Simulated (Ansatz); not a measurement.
CdSiN₂:
```xyz
4
Lattice="1.4488 0.8365 5.4726 -1.4488 0.8365 5.4726 0.0000 -1.6729 5.4726" Properties=species:S:1:pos:R:3 pbc="T T T"
Cd     0.0000     0.0000     0.0000
Si     0.0000     0.0000     8.2088
N      0.0000     0.0000    12.7039
N      0.0000     0.0000     3.7138
```

Relaxed with r²SCAN.

Question: Map the electron localisation function on the plane through (0.000, 0.000, 0.000) spanned by u = [1, 0, 0] and v = [-1, 1, 1] in lattice vectors, from DFT-r²SCAN in the program Ansatz with PAW potentials.

Answer: x is the fraction of u, y of v (the angle between them is 48°; rows are the nearest grid lines); atoms in the plane: Cd at (0.00, 0.00), Si at (0.00, 0.50), N at (0.55, 0.77), N at (0.45, 0.23).
```
|997531001233321123332100135799|
|998643101356653211111000124579|
|566654211478888864100000001245|
|345554211378887887410000000123|
|012232211158873136774100000000|
|000111111147885002686310000000|
|000011111135888401588631001000|
|110000000112468887789986312221|
|221000000111246888899998521222|
|122110000000111246788899841001|
|012211000000011123456778752100|
|201222100000000111233455542122|
|221245554332111000000001222102|
|001257877654321110000000112210|
|100148998887642111000000011221|
|222125899998888642111000000122|
|122213689987788864211000000011|
|000100136885104888531111110000|
|000000013686200588741111111000|
|000000001477631378851112232210|
|321000000014788788873112455543|
|542100000001468888874112456665|
|975421000111112356653101346899|
|997531001233321123332100135799|
```
Scale: ten equal steps from 0.027 (start of '0') to 0.920 (end of '9'), in the order '0123456789'; x runs from 0.000 to 1.00, y from 0.000 (bottom) to 1.00 (top).

The density is the valence pseudo-density with augmentation charge, so density and ELF within about 1 Å of a nucleus are not all-electron values.

Space group R-3m. The start of the workflow was typed in or built on a structure type; neither database checked (COD, Materials Project) lists it. Its standing as an ambient phase is unchecked. Symmetry was held in the r²SCAN relaxation; its stability against distortions is not shown here.

Potentials: the later of the program's two PAW sets.
